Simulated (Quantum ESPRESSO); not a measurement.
# Ti3MoPtHf3: finding a planted mistake in a log

A calculation, not a measurement. The program is pw.x of Quantum ESPRESSO 7.5 (plane-wave density functional theory). The cell is made up: eight metal atoms on a face-centred cubic lattice, with elements, volume, strain and displacements drawn at random and not relaxed, so it may be unstable or far from any real phase. PseudoDojo standard norm-conserving files set the functional (PBE unless stated); there is no spin polarisation or spin-orbit coupling, the Fermi-Dirac width of 0.25 eV means electrons at about 2900 K, and the masses in the input are unused placeholders. Heavy elements are run without spin-orbit coupling, which real alloys of them have. A spin test at this wide smearing found no moment, but such smearing suppresses magnetism that the real alloy may have.

Intended input:

```
&control calculation='scf', pseudo_dir='./dojo.nc.sr.pbe.v0_5.standard.upf', outdir='./o', disk_io='minimal', tprnfor=.true., tstress=.true. /
&system ibrav=0, nat=8, ntyp=4, nbnd=70, ecutwfc=87.97787729, nosym=.true., tot_charge=0,
 occupations='smearing', smearing='fd', degauss=0.0183746611
/
&electrons conv_thr=1.470e-08, electron_maxstep=70, mixing_beta=0.5 /
ATOMIC_SPECIES
Hf 1.0 Hf.upf
Mo 1.0 Mo.upf
Pt 1.0 Pt.upf
Ti 1.0 Ti.upf
CELL_PARAMETERS angstrom
0.0 -2.0683 -2.0683
-6.205 -2.0683 0.0
-2.0683 4.1367 -6.205
ATOMIC_POSITIONS angstrom
Ti 0.0328 -0.0396 -0.0388
Mo -2.0959 2.1149 -4.0896
Pt -2.0126 -0.0361 -2.1328
Hf -4.1397 1.9933 -6.303
Ti -4.1089 0.103 -4.1489
Hf -4.0891 -2.0904 -2.0122
Ti -6.2765 -0.0716 -6.1998
Hf -6.2163 -2.0845 -4.1358
K_POINTS automatic
8 4 3 1 1 1
```

The log is shortened where brackets say so; the opening notice, blank lines, dates and the lines on written files are dropped, and the path of the files is cut. It prints rydbergs, bohrs and kilobars, and counts compression as positive stress. Its total energy is the free energy E - TS of the whole cell.

Log of the intended run:

```
     Program PWSCF v.7.5
     Parallel version (MPI & OpenMP), running on       4 processor cores
     Number of MPI processes:                 4
     Threads/MPI process:                     1
     [start-up lines left out]
     bravais-lattice index     =            0
     lattice parameter (alat)  =       5.5275  a.u.
     unit-cell volume          =     955.3700 (a.u.)^3
     number of atoms/cell      =            8
     number of atomic types    =            4
     number of electrons       =       104.00
     number of Kohn-Sham states=           70
     kinetic-energy cutoff     =      87.9779  Ry
     charge density cutoff     =     351.9115  Ry
     scf convergence threshold =      1.5E-08
     mixing beta               =       0.5000
     number of iterations used =            8  plain     mixing
     Exchange-correlation= PBE
                           (   1   4   3   4   0   0   0)
     [axes and pseudopotential details left out]
   Cartesian axes
     site n.     atom                  positions (alat units)
         1        Ti     tau(   1) = (   0.0112136  -0.0135384  -0.0132649  )
         2        Mo     tau(   2) = (  -0.7165426   0.7230383  -1.3981453  )
         3        Pt     tau(   3) = (  -0.6880642  -0.0123418  -0.7291579  )
         4        Hf     tau(   4) = (  -1.4152734   0.6814659  -2.1548586  )
         5        Ti     tau(   5) = (  -1.4047435   0.0352135  -1.4184187  )
         6        Hf     tau(   6) = (  -1.3979743  -0.7146623  -0.6879274  )
         7        Ti     tau(   7) = (  -2.1457988  -0.0244785  -2.1195768  )
         8        Hf     tau(   8) = (  -2.1252178  -0.7126452  -1.4139401  )
     number of k points=    48  Fermi-Dirac smearing, width (Ry)=  0.0184
                       cart. coord. in units 2pi/alat
        k(    1) = (  -0.0534003  -0.0165732  -0.0718152), wk =   0.0416667
        k(    2) = (   0.0055233  -0.1933468   0.1049585), wk =   0.0416667
     [further k points left out]
     Dense  grid:   106543 G-vectors     FFT dimensions: (  36,  75,  90)
     Estimated max dynamical RAM per process >     368.67 MB
     Estimated total dynamical RAM >       1.36 GB
     Initial potential from superposition of free atoms
     starting charge     103.9881, renormalised to     104.0000
     Starting wfcs are   80 randomized atomic wfcs
     total cpu time spent up to now is        7.2 secs
     per-process dynamical memory:   285.2 Mb
     Self-consistent Calculation
     iteration #  1     ecut=    87.98 Ry     beta= 0.50
     Davidson diagonalization with overlap
     ethr =  1.00E-02,  avg # of iterations =  2.8
     total cpu time spent up to now is       23.5 secs
     total energy              =   -1093.59030903 Ry
     estimated scf accuracy    <       4.48740973 Ry
     iteration #  2     ecut=    87.98 Ry     beta= 0.50
     Davidson diagonalization with overlap
     ethr =  4.31E-03,  avg # of iterations =  5.0
     total cpu time spent up to now is       43.5 secs
     total energy              =   -1093.31865293 Ry
     estimated scf accuracy    <      47.04055625 Ry
     [iterations 3 to 20 left out]
     iteration # 21     ecut=    87.98 Ry     beta= 0.50
     Davidson diagonalization with overlap
     ethr =  8.58E-11,  avg # of iterations =  4.0
     total cpu time spent up to now is      331.4 secs
     total energy              =   -1096.44359021 Ry
     estimated scf accuracy    <       0.00000005 Ry
     iteration # 22     ecut=    87.98 Ry     beta= 0.50
     Davidson diagonalization with overlap
     ethr =  4.64E-11,  avg # of iterations =  1.6
     total cpu time spent up to now is      344.4 secs
     End of self-consistent calculation
     [lines on levels left out]
!    total energy              =   -1096.44359020 Ry
     estimated scf accuracy    <       0.00000001 Ry
     smearing contrib. (-TS)   =      -0.16023920 Ry
     internal energy E=F+TS    =   -1096.28335100 Ry
     The total energy is F=E-TS. E is the sum of the following terms:
     one-electron contribution =    -277.83544464 Ry
     hartree contribution      =     185.12831499 Ry
     xc contribution           =    -206.48849175 Ry
     ewald contribution        =    -797.08772959 Ry
     convergence has been achieved in  22 iterations
     Forces acting on atoms (cartesian axes, Ry/au):
     atom    1 type  4   force =    -0.01143800   -0.00321148   -0.00077117
     atom    2 type  2   force =     0.00551478    0.01327830   -0.01864359
     atom    3 type  3   force =    -0.01234492   -0.00231552    0.01451738
     atom    4 type  1   force =     0.03195313   -0.01674115    0.03780340
     atom    5 type  4   force =     0.02948419   -0.01477836    0.01055164
     atom    6 type  1   force =    -0.00249039    0.01644928   -0.04224180
     atom    7 type  4   force =    -0.01172313   -0.00442985    0.00168806
     atom    8 type  1   force =    -0.02895567    0.01174878   -0.00290391
     Total force =     0.090553     Total SCF correction =     0.000602
     Computing stress (Cartesian axis) and pressure
          total   stress  (Ry/bohr**3)                   (kbar)     P=       87.37
   0.00043468  -0.00007676   0.00007692           63.94      -11.29       11.32
  -0.00007676   0.00059184   0.00000807          -11.29       87.06        1.19
   0.00007692   0.00000807   0.00075525           11.32        1.19      111.10
     init_run     :      6.69s CPU      6.95s WALL (       1 calls)
     electrons    :    336.32s CPU    337.23s WALL (       1 calls)
     forces       :      2.78s CPU      2.81s WALL (       1 calls)
     stress       :      9.51s CPU      9.71s WALL (       1 calls)
     [timing details left out]
     PWSCF        :   5m55.58s CPU   5m57.05s WALL
     JOB DONE.
```

A second run was made from an input with one planted mistake. Its log:

```
     Program PWSCF v.7.5
     Parallel version (MPI & OpenMP), running on       4 processor cores
     Number of MPI processes:                 4
     Threads/MPI process:                     1
     [start-up lines left out]
     bravais-lattice index     =            0
     lattice parameter (alat)  =       5.5275  a.u.
     unit-cell volume          =     955.3700 (a.u.)^3
     number of atoms/cell      =            8
     number of atomic types    =            4
     number of electrons       =       104.00
     number of Kohn-Sham states=           70
     kinetic-energy cutoff     =      87.9779  Ry
     charge density cutoff     =     351.9115  Ry
     scf convergence threshold =      1.5E-08
     mixing beta               =       0.5000
     number of iterations used =            8  plain     mixing
     Exchange-correlation= PBE
                           (   1   4   3   4   0   0   0)
     [axes and pseudopotential details left out]
   Cartesian axes
     site n.     atom                  positions (alat units)
         1        Ti     tau(   1) = (   0.0112136  -0.0135384  -0.0132649  )
         2        Mo     tau(   2) = (  -0.7165426   0.7230383  -1.3981453  )
         3        Hf     tau(   3) = (  -0.6880642  -0.0123418  -0.7291579  )
         4        Hf     tau(   4) = (  -1.4152734   0.6814659  -2.1548586  )
         5        Ti     tau(   5) = (  -1.4047435   0.0352135  -1.4184187  )
         6        Hf     tau(   6) = (  -1.3979743  -0.7146623  -0.6879274  )
         7        Ti     tau(   7) = (  -2.1457988  -0.0244785  -2.1195768  )
         8        Pt     tau(   8) = (  -2.1252178  -0.7126452  -1.4139401  )
     number of k points=    48  Fermi-Dirac smearing, width (Ry)=  0.0184
                       cart. coord. in units 2pi/alat
        k(    1) = (  -0.0534003  -0.0165732  -0.0718152), wk =   0.0416667
        k(    2) = (   0.0055233  -0.1933468   0.1049585), wk =   0.0416667
     [further k points left out]
     Dense  grid:   106543 G-vectors     FFT dimensions: (  36,  75,  90)
     Estimated max dynamical RAM per process >     368.67 MB
     Estimated total dynamical RAM >       1.36 GB
     Initial potential from superposition of free atoms
     starting charge     103.9881, renormalised to     104.0000
     Starting wfcs are   80 randomized atomic wfcs
     total cpu time spent up to now is        7.0 secs
     per-process dynamical memory:   285.2 Mb
     Self-consistent Calculation
     iteration #  1     ecut=    87.98 Ry     beta= 0.50
     Davidson diagonalization with overlap
     ethr =  1.00E-02,  avg # of iterations =  2.8
     total cpu time spent up to now is       22.8 secs
     total energy              =   -1093.17639249 Ry
     estimated scf accuracy    <       5.08523363 Ry
     iteration #  2     ecut=    87.98 Ry     beta= 0.50
     Davidson diagonalization with overlap
     ethr =  4.89E-03,  avg # of iterations =  4.8
     total cpu time spent up to now is       42.5 secs
     total energy              =   -1092.10446171 Ry
     estimated scf accuracy    <      65.93009914 Ry
     [iterations 3 to 20 left out]
     iteration # 21     ecut=    87.98 Ry     beta= 0.50
     Davidson diagonalization with overlap
     ethr =  4.68E-10,  avg # of iterations =  1.1
     total cpu time spent up to now is      329.5 secs
     total energy              =   -1096.43516137 Ry
     estimated scf accuracy    <       0.00000003 Ry
     iteration # 22     ecut=    87.98 Ry     beta= 0.50
     Davidson diagonalization with overlap
     ethr =  2.42E-11,  avg # of iterations =  5.2
     total cpu time spent up to now is      346.2 secs
     End of self-consistent calculation
     [lines on levels left out]
!    total energy              =   -1096.43516136 Ry
     estimated scf accuracy    <       0.00000001 Ry
     smearing contrib. (-TS)   =      -0.15632310 Ry
     internal energy E=F+TS    =   -1096.27883826 Ry
     The total energy is F=E-TS. E is the sum of the following terms:
     one-electron contribution =    -278.51009727 Ry
     hartree contribution      =     185.47828653 Ry
     xc contribution           =    -206.49671492 Ry
     ewald contribution        =    -796.75031260 Ry
     convergence has been achieved in  22 iterations
     Forces acting on atoms (cartesian axes, Ry/au):
     atom    1 type  4   force =     0.00785004   -0.02432511    0.02027203
     atom    2 type  2   force =     0.02780508   -0.01175982    0.00399988
     atom    3 type  1   force =     0.02504567    0.04047455   -0.02443125
     atom    4 type  1   force =     0.02479070   -0.01579676    0.04358137
     atom    5 type  4   force =    -0.01841029   -0.00988353    0.00894901
     atom    6 type  1   force =    -0.07256987    0.01514338   -0.05223198
     atom    7 type  4   force =    -0.01499277   -0.00818244    0.00743790
     atom    8 type  3   force =     0.02048144    0.01432972   -0.00757696
     Total force =     0.131861     Total SCF correction =     0.000445
     Computing stress (Cartesian axis) and pressure
          total   stress  (Ry/bohr**3)                   (kbar)     P=       89.12
   0.00057019  -0.00008347   0.00013262           83.88      -12.28       19.51
  -0.00008347   0.00058531   0.00009175          -12.28       86.10       13.50
   0.00013262   0.00009175   0.00066195           19.51       13.50       97.38
     init_run     :      6.55s CPU      6.80s WALL (       1 calls)
     electrons    :    332.35s CPU    339.23s WALL (       1 calls)
     forces       :      2.71s CPU      2.73s WALL (       1 calls)
     stress       :     10.51s CPU     10.74s WALL (       1 calls)
     [timing details left out]
     PWSCF        :   5m52.31s CPU   5m59.77s WALL
     JOB DONE.
```

Question: the log repeats what the program read. Compare it with the intended run: what was wrong in the second input?

Answer: two atoms have their elements exchanged. The input lines that differ:

```
- Pt -2.0126 -0.0361 -2.1328
+ Hf -2.0126 -0.0361 -2.1328
- Hf -6.2163 -2.0845 -4.1358
+ Pt -6.2163 -2.0845 -4.1358
```

|  | intended run | run with the mistake |
| --- | --- | --- |
| free energy (eV) | -14917.875 | -14917.760 |
| entropy term -TS, part of it (eV) | -2.180 | -2.127 |
| pressure (GPa) | 8.74 | 8.91 |
| size of the largest force component (eV/Å) | 1.086 | 1.866 |
| largest change of a force component (eV/Å) |  | 1.802 |
| iterations | 22 | 22 |

For scale, a rerun of the intended cell at a higher cutoff and on a denser mesh moved values by no more than 0.004 eV in energy, 0.06 GPa in stress and 0.014 eV/Å in force, and a second program with other atomic files agreed on that cell to 2 % rms in force and 0.5 GPa in pressure.